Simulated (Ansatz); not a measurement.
B$_{2}$CO:
```
CELL_PARAMETERS angstrom
     -1.86227     1.86227     3.75090
      1.86227    -1.86227     3.75090
      1.86227     1.86227    -3.75090
ATOMIC_POSITIONS crystal
  C  0.00000 0.00000 0.00000
  C  0.75000 0.25000 0.50000
  O  0.50000 0.50000 0.00000
  O  0.25000 0.75000 0.50000
  B  0.37500 0.35373 0.47873
  B  0.87500 0.89627 0.52127
  B  0.64627 0.12500 0.02127
  B  0.10373 0.62500 0.97873
```

Relaxed with PBE. Special points in fractions of this cell's reciprocal vectors: Γ (0.000, 0.000, 0.000); X (0.000, 0.000, 0.500); P (0.250, 0.250, 0.250); N (0.000, 0.500, 0.000); M (0.500, 0.500, -0.500); S (0.312, 0.688, -0.312); S0 (-0.312, 0.312, 0.312); R (-0.123, 0.123, 0.500); G (0.500, 0.500, -0.123).

Question: List the band energies nearest the valence-band maximum at these points for the program Ansatz at the PBE level (PAW).

Answer: In eV from the valence-band maximum; about four levels below and three above (degenerate sets whole), none deeper than 8.9 eV; points with the same levels are listed once.

| k | below | above |
|---|---|---|
| Γ | -3.82 -3.82 -0.53 -0.01 -0.01 | 3.63 6.36 7.05 |
| X | -1.78 -1.78 -0.53 -0.53 | 6.20 6.20 8.18 8.18 |
| P | -1.50 -1.50 -1.08 -1.08 | 6.44 6.44 8.12 8.12 |
| N | -3.75 -2.32 -2.25 -0.65 | 6.37 7.01 7.02 |
| M | -2.54 -2.54 -1.76 -1.76 | 3.08 3.08 7.16 7.16 |
| S | -3.78 -2.29 -1.20 -1.11 | 4.84 6.02 7.80 |
| R | -1.87 -1.87 -0.86 -0.86 | 6.44 6.44 7.71 7.71 |

Space group I-42d (chalcopyrite). The start of the workflow was typed in or built on a structure type; neither database checked (COD, Materials Project) lists it. Its standing as an ambient phase is unchecked. The PBE relaxation kept the symmetry of its start; its stability against distortions is not shown here.

Potentials: the earlier of the program's two PAW sets.
